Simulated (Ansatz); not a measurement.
Structure: B4AsN3 as one 8-atom ordering (I-42m) on the zincblende lattice, at its r2SCAN minimum. Space group I-42m (No. 121), tetragonal; conventional cell a = 3.950 Å, c = 7.843 Å, 7.65 Å³ an atom. Around N lie 4 B at 1.67 Å; around B lie 3 N at 1.62–1.67 Å and 1 As at 1.91 Å; around N lie 4 B at 1.62 Å; around As lie 4 B at 1.91 Å.

```cif
data_structure
_symmetry_space_group_name_H-M 'I-42m'
_symmetry_Int_Tables_number 121
_cell_length_a 3.9496
_cell_length_b 3.9496
_cell_length_c 7.8431
_cell_angle_alpha 90.000
_cell_angle_beta 90.000
_cell_angle_gamma 90.000
_cell_volume 122.35
loop_
_atom_site_label
_atom_site_type_symbol
_atom_site_symmetry_multiplicity
_atom_site_Wyckoff_symbol
_atom_site_fract_x
_atom_site_fract_y
_atom_site_fract_z
_atom_site_occupancy
N1 N 4 d 0.50000 0.00000 0.25000 1
B1 B 8 i 0.28277 0.71723 0.13612 1
N2 N 2 b 0.50000 0.50000 0.00000 1
As1 As 2 a 0.00000 0.00000 0.00000 1
```

The questions ask for values computed with Ansatz on this geometry. All values are calculated for a non-magnetic cell, which may be hypothetical.

Given (10×10×10 mesh): The PBE gap is direct at Γ: 1.89 eV.

Question: Estimate the gap with PBE+SOC on 10×10×10.

Answer: PBE+SOC gives a direct gap of 1.85 eV at Γ. The gap differs by -0.04 eV from PBE's.

Question: Estimate the gap with r2SCAN on 10×10×10.

Answer: With r2SCAN the gap is 2.25 eV and direct, at Γ. The gap differs by +0.36 eV from PBE's.

Question: How does the gap change from PBE to HSE06 (6×6×6)?

Answer: HSE06 gives a direct gap of 2.93 eV at Γ. The gap differs by +1.04 eV from PBE's.

Question: What does PBE0 give for the gap (6×6×6 mesh)?

Answer: PBE0 gives a direct gap of 3.66 eV at Γ. The gap differs by +1.77 eV from PBE's.

Only the levels marked +SOC include spin-orbit coupling.
